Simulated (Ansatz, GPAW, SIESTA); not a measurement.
## One calculation of GaGe3, 4 ways

```xyz
4
Lattice="0.0000 3.3872 3.3872 3.3872 0.0000 3.3872 3.3872 3.3872 0.0000" Properties=species:S:1:pos:R:3 pbc="T T T"
Ge    3.3872    3.3872    3.3872
Ge    5.0808    5.0808    5.0808
Ge    1.6936    1.6936    1.6936
Ga    0.0000    0.0000    0.0000
```

The cell comes from a database or a generator and needn't be the stable form of this composition.

Alike in all runs: task band structure; functional PBE; k mesh 7 × 7 × 7; occupations fermi-dirac, width 0.05 eV; no spin polarisation; no spin-orbit coupling. Pressure is positive in compression and, in plane waves, holds the error of the finite cutoff, which Ansatz's Pulay term estimates and takes out.

| program and potentials | plane-wave cutoff (eV) | notes | pressure (GPa) |
| --- | --- | --- | --- |
| Ansatz, Ansatz PAW | 420 | 13.75 valence electrons an atom on average; Pulay term of +0.04 GPa included | -0.51 |
| SIESTA, files PseudoDojo sr-pbe-0.4.1-standard, DZP (energy shift 0.003 Ry; two zetas on semicore shells) | - | atomic basis; 13.75 valence electrons an atom on average | 1.17 |
| Ansatz, all-electron LAPW, scalar-relativistic | - | - | -0.48 |
| GPAW, GPAW PAW data sets (gpaw-data 1.2.1) | 600 | 3.75 valence electrons an atom on average | -0.77 |

The pressure spans -0.77 (GPAW, GPAW PAW data sets (gpaw-data 1.2.1)) to 1.17 GPa (SIESTA, files PseudoDojo sr-pbe-0.4.1-standard, DZP (energy shift 0.003 Ry; two zetas on semicore shells)), with all-electron results at -0.48. The pressure on the cell as given of SIESTA, files PseudoDojo sr-pbe-0.4.1-standard, DZP (energy shift 0.003 Ry; two zetas on semicore shells) lies far from the others; the cause wasn't traced. Rows in atomic bases carry the error of their basis and grid, which can be large.

The functional is the same throughout but for its coding, so the spread measures potentials, basis and numerics; runs on potential files found faulty are left out.
